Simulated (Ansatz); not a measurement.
AlInN₂:
Space group I-42d (No. 122); a = 4.698 Å, b = 4.698 Å, c = 9.206 Å, α = 90.00°, β = 90.00°, γ = 90.00°

```json
[
 {"atom": "Al", "site": "4a", "symmetry": "-4..", "x": "0.0000", "y": "0.0000", "z": "0.0000"},
 {"atom": "In", "site": "4b", "symmetry": "-4..", "x": "0.0000", "y": "0.0000", "z": "0.5000"},
 {"atom": "N", "site": "8d", "symmetry": ".2.", "x": "0.2028", "y": "0.2500", "z": "0.1250"}
]
```
(The calculation used a cell of 8 atoms; values per cell refer to that cell.)

Relaxed with PBEsol. 

Task: HSE06 on this cell (Ansatz, a quantum-chemistry and plane-wave program, PAW) gives a gap of 2.55 eV. What does PBEsol give?

Result: 1.37 eV.

Cost on shared cores: the PBEsol run (SCF on a 8×8×8 mesh, then bands and DOS) roughly 60 core-seconds, the HSE06 run (SCF on 5×5×5, then a few points) around 9 core-minutes (rough); the tasks are unlike.

The workflow started from a Materials Project entry (that database holds measured and hypothetical structures alike); the Crystallography Open Database copy checked does not list it. Whether it is the stable phase at ambient conditions was not checked. The cell was relaxed with PBEsol under the symmetry of its start; its stability against distortions is not shown here. Spin–orbit coupling is left out wherever it is not named.

Potentials: the later of the program's two PAW sets.

Ansatz is a plane-wave DFT program.
